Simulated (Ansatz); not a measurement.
Rh (fcc, Cu type)

```xyz
2
Lattice="0.0000 3.8301 3.8301 1.9150 0.0000 1.9150 1.9150 1.9150 0.0000" Properties=species:S:1:pos:R:3 pbc="T T T"
Rh     0.0000     0.0000     0.0000
Rh     1.9150     3.8301     1.9150
```

A phonon eigenvector at L = (0.5, 0.0, 0.0) is frozen into this cell: atom i moves by Q times the vector below, so Q is the largest atomic displacement, in Å. The cell is held. (q is in reciprocal vectors of the primitive cell; the cell shown is doubled to hold the pattern.)

```tsv
atom	x	y	z
Rh1	-0.577	0.577	0.577
Rh2	0.577	-0.577	-0.577
```

Computed with PBE (plane waves to 420 eV, PAW, scalar-relativistic; Ansatz, a quantum-chemistry and plane-wave program). k mesh 21×21×21 (Γ-centred), Fermi-Dirac smearing 0.05 eV. Energies are smeared free energies. Stress and pressure are positive under compression. With partly filled bands, energies and forces of such displacements shift with the k mesh and the smearing. Rh is run without spin polarisation. Rh was relaxed with its symmetry unable to fall. The zero of ΔE is the undisplaced structure.

```csv
Q (Å),ΔE (eV/cell),−dE/dQ from forces (eV/Å),P (GPa)
-0.100,0.211,4.313,5.9
-0.083,0.146,3.545,4.1
-0.067,0.093,2.809,2.6
-0.050,0.052,2.096,1.5
-0.033,0.023,1.393,0.7
-0.017,0.006,0.696,0.2
0.000,0.000,0.000,0.0
0.017,0.006,-0.696,0.2
0.033,0.023,-1.393,0.7
0.050,0.052,-2.096,1.5
0.067,0.093,-2.809,2.6
0.083,0.146,-3.545,4.1
0.100,0.211,-4.313,5.9
```

Key numbers:

The energy at Q = 0.100 Å comes out as 211 meV/cell. Space group of the distorted cell: R-3m (No. 166), lowered from Fm-3m. Symmetry of the curve: even: the same for both signs. Shape of the curve: a single well with its minimum at or next to zero displacement. Harmonic wavenumber from the curvature (finite differences): 235 cm⁻¹. Wavenumber by perturbation theory (DFPT, on another k mesh): 233 cm⁻¹.

(For displaced atoms, the force is minus the slope of the energy, and its curvature is a force constant, which sets phonon frequencies.)
